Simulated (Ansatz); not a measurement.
La₂WN₄:
```
La2WN4
1.0
   -1.98921     1.98921     6.37420
    1.98921    -1.98921     6.37420
    1.98921     1.98921    -6.37420
W La N
1 2 4
Direct
  0.00000   0.00000   0.00000
  0.35451   0.35451   0.00000
  0.64549   0.64549   0.00000
  0.50000   0.00000   0.50000
  0.00000   0.50000   0.50000
  0.16230   0.16230   0.00000
  0.83770   0.83770   0.00000
```

Relaxed with r²SCAN.

Q: Map the electron localisation function on the plane through (0.000, 0.000, 0.000) spanned by u = [1, 1, 0] and v = [1, -1, 0] in lattice vectors, from DFT-r²SCAN in the program Ansatz with PAW potentials.

A: x is the fraction of u, y of v (the angle between them is 90°; rows are the nearest grid lines); atoms in the plane: W at (0.00, 0.00), W at (0.50, 0.50), La at (0.35, 0.00), La at (0.85, 0.50), La at (0.15, 0.50), La at (0.65, 0.00), N at (0.16, 0.00), N at (0.66, 0.50), N at (0.34, 0.50), N at (0.84, 0.00).
```
|0583881198279301895005981039728911883850|
|2672893398279402895005982049728933982762|
|7862797898269745993003995479628987972687|
|5411589996128999840000489998216999851145|
|1111356774015898510110158985104776531111|
|1111112331001343100110013431001332111111|
|1110011110001111001111001111000111100111|
|1101589851047765311111135677401589851011|
|0004899982169998511441158999612899984000|
|0017988994179999613773169999714998897100|
|0039954796289879726886279789826974599300|
|0059820497289339827667289339827940289500|
|0059820497289339827667289339827940289500|
|0039954796289879726886279789826974599300|
|0017988994179999613773169999714998897100|
|0004899982169998511441158999612899984000|
|1101589851047765311111135677401589851011|
|1110011110001111001111001111000111100111|
|1111112331001343100110013431001332111111|
|1111356774015898510110158985104776531111|
|5411589996128999840000489998216999851145|
|7862797898269745993003995479628987972687|
|2672893398279402895005982049728933982762|
|0583881198279301895005981039728911883850|
```
Scale: ten equal steps from 0.009 (start of '0') to 0.856 (end of '9'), in the order '0123456789'; x runs from 0.000 to 1.00, y from 0.000 (bottom) to 1.00 (top).

The density is the valence pseudo-density with augmentation charge, so density and ELF within about 1 Å of a nucleus are not all-electron values.

Space group I4/mmm. The start of the workflow was typed in or built on a structure type; neither database checked (COD, Materials Project) lists it. Its standing as an ambient phase is unchecked. Symmetry was held in the r²SCAN relaxation; whether a distortion lowers the energy is not shown. The workflow began spin-polarised and lost its moments. The cell computed holds one magnetic atom, so no antiferromagnetic order was within reach. The volume moved by -15 % from the start of the relaxation. Spin–orbit coupling is left out wherever it is not named.

Potentials: the earlier of the program's two PAW sets.
